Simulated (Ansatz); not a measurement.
## FeGe (P2_13): electronic heat capacity from the density of states

Computed with DFT PBEsol, scalar-relativistic, plane waves, PAW (Ansatz).

Plane waves to 420 eV, a k mesh through Γ of 8×8×8 on the computed 8-atom cell and Gaussian smearing (0.10 eV); collinear spin from starting moments 1.2 1.2 1.2 1.2 0 0 0 0 μB.

Relaxed cell: P2_13, a = 4.596 Å, b = 4.596 Å, c = 4.596 Å, α = 90.00°, β = 90.00°, γ = 90.00°, 8 atoms in the primitive cell. Whether it is the stable form of this composition wasn't checked.

The density of states at the Fermi level is 5.204 states/eV in the cell of 8 atoms (4 formula units; both spins, tetrahedra on a 12×12×12 mesh). The run ends with a moment of 4.06 μB a cell (largest on a site 1.09 μB), and the figure is for this state; a paramagnetic sample can have a quite different one. Another magnetic order, if the compound takes it, can change N(E_F) and the shape of the cell a good deal.

Problem. What Sommerfeld coefficient does this give?

Solution. Per formula unit N(E_F) = 1.301 states/eV. γ = (π²/3) k_B² N(E_F) N_A = 2.357 mJ/(mol K²) per state/eV, so γ = 3.1 mJ/(mol K²), a mole of formula units. This is the bare band result: a measured γ of the same phase and magnetic order is as a rule larger by a factor 1 + λ from phonons and spin fluctuations. N(E_F) at one energy is sensitive to the mesh where the density of states has sharp peaks.

Only parallel moments were tried here.

Only this magnetic start was tried.